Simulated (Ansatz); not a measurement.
An Ansatz (a program for electronic structure) run. Input:

Ansatz 0.2 input:
```yaml
crystal:
  lattice:
    - [2.1218016625, -7.0097390874, 0.0]
    - [2.1218016625, 7.0097390874, 0.0]
    - [0.0, 0.0, 10.8429714001]
  atoms:
    - { symbol: Ca, position: [0.0, 0.0, 0.0] }
    - { symbol: Ca, position: [0.0, 0.0, 0.5] }
    - { symbol: Tl, position: [0.2567310072, 0.7432689928, 0.25] }
    - { symbol: Tl, position: [0.7432689928, 0.2567310072, 0.75] }
    - { symbol: Br, position: [0.6357969769, 0.3642030231, 0.0493191032] }
    - { symbol: Br, position: [0.3642030231, 0.6357969769, 0.9506808968] }
    - { symbol: Br, position: [0.3642030231, 0.6357969769, 0.5493191032] }
    - { symbol: Br, position: [0.6357969769, 0.3642030231, 0.4506808968] }
    - { symbol: Br, position: [0.9340033977, 0.0659966023, 0.25] }
    - { symbol: Br, position: [0.0659966023, 0.9340033977, 0.75] }
kpoints:
  mp_grid: { grid: [7, 7, 3] }
hamiltonian:
  xc: r2scan
  dispersion: d4
  pseudopotentials: { kind: paw }
scf:
  occupations: { method: fixed }
checkpoint: { read: static.run }
output: { write_density: true, elf: true, volumetric_format: npy }
basis: { fft_grid_basis: typed }
```

Output (shortened):

```
Pseudopotential: Ca, paw, valence charge 10
Pseudopotential: Tl, paw, valence charge 13
Pseudopotential: Br, paw, valence charge 7
Functional definition: r2SCAN
Crystal: 10 atoms, lattice volume = 322.541 Å³
Basis set: ecut = 500 eV, 8213 PW (Γ), exchange–correlation on 216×216×320 points (64 copies of the dense FFT grid, shifted against one another)
Bands: 54, of which v1, the nominal top of the filled ones, is band 44 counted from 1 (43 counted from 0)
Symmetry: 8 space group operations
Space group: Cmcm (ITA 63), of the structure as read, at distance tolerance 6.9e-5 Å
k-points: 32 of 147
Stability of the state it starts from, as read at its close in the unpolarized treatment …
iter 1 solved again at ethr=3.86e-7 eV; its pass at ethr=3.10e-3 eV (dr2=3.40e-4 eV) is discarded
SCF iter   1: F=—  HF=-43336.653802 eV  |F-HF|=—  |Δ(HF+E_count)|=         —  Δρ=1.13e-6  dr2=4.04e-9  dr2_τ=1.04e-9  ethr=3.86e-7  ⟨swp⟩=4.6  Hψ=11714  notcnv=0  defer=252
preconditioner: auto → Resta (q_TF=auto, 2.197 Å⁻¹)
SCF iter   2: F=—  HF=-43336.653843 eV  |F-HF|=—  |Δ(HF+E_count)|=   4.18e-5  Δρ=7.13e-7  dr2=1.82e-9  dr2_τ=1.24e-9  ethr=4.59e-12  ⟨swp⟩=18.4  Hψ=12414  notcnv=0
SCF iter   3: F=-43336.653843 eV  HF=-43336.653843 eV  |F-HF|=4.58e-10  |Δ(HF+E_count)|=  3.78e-10  Δρ=4.37e-7  dr2=6.59e-10  dr2_τ=1.79e-10  ethr=2.06e-12  ⟨swp⟩=1.0  Hψ=4769  notcnv=0
SCF 1 converged in 3 iterations: F = -43336.653843 eV  dr2 = 6.59e-10
SCF converged after 3 iterations
Free energy (F): -43336.653843 eV
Harris-Foulkes:  -43336.653843 eV  (|F-HF|=4.58e-10)
Internal energy: -43336.653843 eV  (E = F + TS)
E sigma→0 (E₀):  -43336.653843 eV
Fermi energy:    3.002810 eV
--- Per-component energies (eV) ---
  E_band       = -574.262101
  E_kinetic    = 2026.099554
  E_local      = -5228.248087  (includes V_loc(G=0)·N_el)
  E_nonlocal   = 1182.267773
  E_hartree    = 1747.165339
  E_xc         = -2220.476668
  E_vxc        = -1394.371205  (∫ρ·V_xc dr)
  E_paw        = -35726.626978  (= ΣΔE_a)
  E_vpaw       = -736.689284  (= ΣTr[D̂ρ^β])
  E_aug_tail   = 0.000027  (compensation charges beyond the density's cutoff)
  E_vtau       = 82.348342  (kinetic-family band-sum trace: ∫τ·v_τ [+ j·A + Jᵃ·Aᵃ] dr)
  E_ewald      = -5116.564718
  E_disp       = -0.959114  (pairwise vdW)
  E_core_change = 0.689029  (= ΣΔE_core)
  E_smearing   =  0.000000  (= −TS)
  E_closure    = 0.000000  (closes the sum)
  Σ components = -43336.653843   (vs F -43336.653843, Δ=0.00e0)
  [band-id]    e_kinetic+e_local+e_nonlocal+2·e_hartree+e_vxc+e_vpaw+e_augmentation_tail+e_vtau = -574.262201   (vs E_band -574.262101, Δ=-1.01e-4)
--- Band table (eV; the first three rows and the last of 32) ---
  k-point 0: bands = ["-37.8299", "-37.8298", "-18.0003", "-17.9941", "-17.9938", "-17.9785", "-17.9358", "-17.9355", "-10.9447", "-10.7252", "-10.6823", "-10.6017", "-10.4644", "-10.4363", "-6.7563", "-6.7534", "-6.6944", "-6.6916", "-6.6909", "-6.6903", …
  k-point 1: bands = ["-37.8299", "-37.8299", "-17.9954", "-17.9939", "-17.9935", "-17.9839", "-17.9357", "-17.9356", "-10.9052", "-10.8095", "-10.6343", "-10.6079", "-10.4560", "-10.4420", "-6.7558", "-6.7544", "-6.6915", "-6.6911", "-6.6894", "-6.6888", …
  k-point 2: bands = ["-37.8296", "-37.8295", "-17.9996", "-17.9899", "-17.9896", "-17.9779", "-17.9477", "-17.9474", "-10.9007", "-10.6850", "-10.6681", "-10.5908", "-10.4752", "-10.4481", "-6.7397", "-6.7372", "-6.6975", "-6.6966", "-6.6942", "-6.6930", …
  k-point 31: bands = ["-37.8299", "-37.8299", "-17.9955", "-17.9942", "-17.9937", "-17.9839", "-17.9357", "-17.9356", "-10.8342", "-10.7522", "-10.6189", "-10.5933", "-10.5393", "-10.5290", "-6.7551", "-6.7536", "-6.6912", "-6.6908", "-6.6894", "-6.6892", …
```

Cost: roughly 50 core-seconds on shared cores.

The first step of the workflow began from a Materials Project structure, measured or hypothetical; the Crystallography Open Database copy checked does not list it. Whether it is the stable phase at ambient conditions was not checked. Symmetry was held in the r²SCAN+D4 relaxation; whether a distortion lowers the energy is not shown. Scalar-relativistic: spin–orbit coupling is off unless named, which matters more the heavier the elements.

Potentials: the later of the program's two PAW sets.

Ansatz is a plane-wave DFT program.
